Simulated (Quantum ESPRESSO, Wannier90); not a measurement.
**YTl (CsCl type): Wannier90 run**

```yaml
crystal:
  lattice:
    - [3.77760, 0.00000, 0.00000]
    - [0.00000, 3.77760, 0.00000]
    - [0.00000, 0.00000, 3.77760]
  atoms:
    - { symbol: Y, position: [0.50000, 0.50000, 0.50000] }
    - { symbol: Tl, position: [0.00000, 0.00000, 0.00000] }
```

Materials Project entry mp-11575; symmetrised, unrelaxed at this level. COD (Crystallography Open Database) has an entry of this formula and space group (matched by these alone). Computed values, not measurements, from LDA: Quantum ESPRESSO (norm-conserving PseudoDojo potentials, cutoff 58 Ry, no spin polarisation, no spin-orbit coupling) on a Γ-centred 8×8×8 mesh, then Wannier90. Density: 12×12×12 mesh, cold smearing 0.01 Ry. Spin-orbit coupling is left out although heavy elements are present.

Valence charges of the files: Y 11, Tl 13. 31 bands were computed.

Isolated groups of bands, relative to the Fermi level (bands from 11 on overlap up to the last one computed):

```csv
bands,from (eV),to (eV),filling,weight on atomic waves
1,-43.01,-42.97,filled,"Y 4s 94 %, Tl 6p 4 %"
2–4,-23.16,-22.92,filled,Y 4p 98 %
5–9,-11.66,-11.20,filled,Tl 5d 99 %
10,-8.95,-4.45,filled,"Tl 6s 60 %, Y 4d 17 %, Y 5s 10 %"
```

Wanted is a model with the orbitals Y s p d, Tl s p, without the filled groups that are mainly made of other shells (semicore states, and anion s where it isn't named); all higher bands stay in for disentanglement.

Task: Give num_wann, exclude_bands and num_bands, and the number of electrons that the model holds.

Result: Electrons: 1×11 + 1×13 = 24, or 12.0 bands' worth; no gap over 0.05 eV opens at the Fermi level at this level of theory.
num_wann = 1×9 + 1×4 = 13.
exclude_bands = 1-9, 9 bands, so num_bands = 31 − 9 = 22.
The model holds 24 − 2×9 = 6 electrons. With the window frozen to 1.50 eV it follows pw.x to 2.5 meV rms (states up to 1.0 eV relative to the Fermi level).
